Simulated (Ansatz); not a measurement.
Given:

Sc₅Pb₃:
```xyz
16
Lattice="8.5089 0.0000 0.0000 -4.2545 7.3690 0.0000 0.0000 0.0000 6.1882" Properties=species:S:1:pos:R:3 pbc="T T T"
Sc     0.0000     4.9126     0.0000
Sc     4.2545     2.4563     0.0000
Sc     4.2545     2.4563     3.0941
Sc     0.0000     4.9126     3.0941
Sc     2.0087     0.0000     1.5470
Sc     6.5002     0.0000     4.6411
Sc     1.0044     1.7396     4.6411
Sc     3.2501     5.6293     1.5470
Sc    -1.0044     1.7396     1.5470
Sc    -3.2501     5.6293     4.6411
Pb     5.1671     0.0000     1.5470
Pb     3.3419     0.0000     4.6411
Pb     2.5835     4.4748     4.6411
Pb     1.6709     2.8941     1.5470
Pb    -2.5835     4.4748     1.5470
Pb    -1.6709     2.8941     4.6411
```

This is the r²SCAN-relaxed structure.

Problem. All from DFT-r²SCAN in the program Ansatz with PAW potentials, unless another level is named. Estimate the formation energy from the elements (no fitted shifts).

Solution. -619 meV/atom.

Problem. Give the density of states at the Fermi level.

Solution. 0.64 states/eV per atom (mean over ±0.08 eV).

Space group P6_3/mcm. The workflow started from a Materials Project entry (that database holds measured and hypothetical structures alike); the Crystallography Open Database files this formula in space group No. 193, but the cells were not matched. Whether it is the stable phase at ambient conditions was not checked. The r²SCAN relaxation kept the symmetry of its start; its stability against distortions is not shown here. The run is not spin-polarised. The references are the lowest solids computed at this level, not always the standard phases. Scalar-relativistic: spin–orbit coupling is off unless named, which matters more the heavier the elements.

Potentials: the later of the program's two PAW sets.
